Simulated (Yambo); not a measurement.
## Convergence of the G0W0 gap of CaC2

G0W0@PBEsol for CaC₂ (space group C2/c, No. 15) in Yambo. Reference settings: 4×4×2 Γ-centred k mesh, 140 bands and a 7 Ry block in the screening, 140 bands in G with the Bruneval-Gonze terminator, plasmon pole fitted at 27.2 eV. The PBEsol gap (0.25, -0.25, 0) → (-0.5, -0.5, 0) on this mesh is 1.89 eV; G0W0 gaps are taken between the same points.

```csv
change from the reference,"G0W0 gap (0.25, -0.25, 0) → (-0.5, -0.5, 0) (eV)",shift of the valence edge (eV),rough Yambo cost
reference settings,3.81,-0.90,1
"54 bands in W, 54 bands in G",3.87,-0.62,about 1/3
54 bands in G,3.79,-0.80,–
91 bands in G,3.81,-0.88,–
66 bands in W,3.86,-0.76,about 1/2
3 Ry block,3.55,-0.61,within a factor of two
pole fitted at 15 eV,3.78,-0.80,–
no random integration,3.74,-0.69,–
"91 bands in G, no terminator",3.73,-0.56,–
no terminator,3.77,-0.73,–
```

The reference isn't shown to be the converged limit. Costs are rough (shared machines), scaled to the same edge states, and given only for runs that recompute the screening.

Geometry of the Materials Project entry, not relaxed at this level; primitive cell a = 3.8997 Å, b = 3.8997 Å, c = 7.3841 Å, α = 104.58°, β = 104.58°, γ = 64.51°.

The structure is a Materials Project entry; no match was found in the copy of COD used, and its stability was not checked.

A shift is the quasiparticle energy of the state minus its PBEsol energy.
